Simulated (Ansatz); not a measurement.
Al3Ru2:
```xyz
5
Lattice="-1.5382 1.5382 7.1406 1.5382 -1.5382 7.1406 1.5382 1.5382 -7.1406" Properties=species:S:1:pos:R:3 pbc="T T T"
Al     0.0000     0.0000     0.0000
Al     0.0000     0.0000    11.5121
Al     0.0000     0.0000     2.7692
Ru     0.0000     0.0000     8.6517
Ru     0.0000     0.0000     5.6296
```

Relaxed with r²SCAN. Special points in fractions of this cell's reciprocal vectors: Γ (0.000, 0.000, 0.000); X (0.000, 0.000, 0.500); P (0.250, 0.250, 0.250); N (0.000, 0.500, 0.000); M (0.500, 0.500, -0.500); S (0.262, 0.738, -0.262); S0 (-0.262, 0.262, 0.262); R (-0.023, 0.023, 0.500); G (0.500, 0.500, -0.023).

List the band energies nearest the Fermi level at these points for plane-wave PAW r²SCAN (Ansatz code).

In eV from the Fermi level; about four levels below and three above (degenerate sets whole), none deeper than 8.9 eV; points with the same levels are listed once.

| k | below | above |
|---|---|---|
| Γ | -0.94 -0.94 -0.32 -0.18 | 3.66 4.98 5.80 5.80 |
| X | -2.61 -2.52 -1.80 -0.64 | 0.61 0.68 1.29 |
| P | -2.95 -1.88 -1.44 -1.44 | 0.85 1.29 1.34 |
| N | -1.87 -1.79 -1.19 -0.44 | 1.47 1.81 4.35 |
| M | -0.60 -0.60 -0.30 -0.19 | 2.57 4.66 4.66 |
| S | -1.89 -1.86 -1.21 -0.43 | 1.54 1.77 4.42 |
| R | -2.61 -2.51 -1.77 -0.70 | 0.58 0.68 1.16 |

Space group I4/mmm. The first step of the workflow began from a Materials Project structure, measured or hypothetical; the Crystallography Open Database copy checked does not list it. Whether it is the stable phase at ambient conditions was not checked. Symmetry was held in the r²SCAN relaxation; its stability against distortions is not shown here. The run is not spin-polarised. Spin–orbit coupling is left out wherever it is not named.

Potentials: the later of the program's two PAW sets.
